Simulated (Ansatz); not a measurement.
The start is a generated trial cell of Ni in the fcc structure type. The cell and all atomic positions are relaxed at zero pressure with r2SCAN (plane waves to 500 eV, PAW, scalar-relativistic; Ansatz, an electronic-structure program). The first steps use a 23×23×23 k-mesh.

Initial structure:
```yaml
crystal:
  lattice:
    - [0.00000, 1.76000, 1.76000]
    - [1.76000, 0.00000, 1.76000]
    - [1.76000, 1.76000, 0.00000]
  atoms:
    - { symbol: Ni, position: [0.00000, 0.00000, 0.00000] }
```
Spin-polarised start, with parallel moments on Ni.

Question: What pressure does the first self-consistent step give?

Answer: -7.3 GPa (negative: the cell is under tension).

Question: How much energy is released per atom?

Answer: 0.01 eV/atom.

Question: How does the volume change?

Answer: -3.5 %, from 10.90 to 10.52 Å³/atom.

Question: How do the shortest distances between atoms change?

Answer: The closest pairs of elements (up to four, under 3.6 Å), start → end: Ni–Ni 2.49 → 2.46 Å.

Question: What band gap does the relaxed structure have at this level?

Answer: Zero (metallic).

Question: What does it relax into? Give the structure.

Answer: 
Space group Fm-3m (No. 225); a = b = c = 3.4781 Å, α = β = γ = 90.00°

| atom | site | symmetry | x | y | z |
|---|---|---|---|---|---|
| Ni | 4a | m-3m | 0.0000 | 0.0000 | 0.0000 |
(The calculation used a cell of 1 atom; values per cell refer to that cell.)

The space group stays Fm-3m (No. 225) (the run could not lower it); the end is fcc (Cu type), with 1 atom in the primitive magnetic cell. Spin state reached: ferromagnetic (net 0.74 μB/atom), from parallel starting moments; other spin orders were not run from this start. r2SCAN tends to overstate moments in metals.

The run could not lose the symmetry of its start.
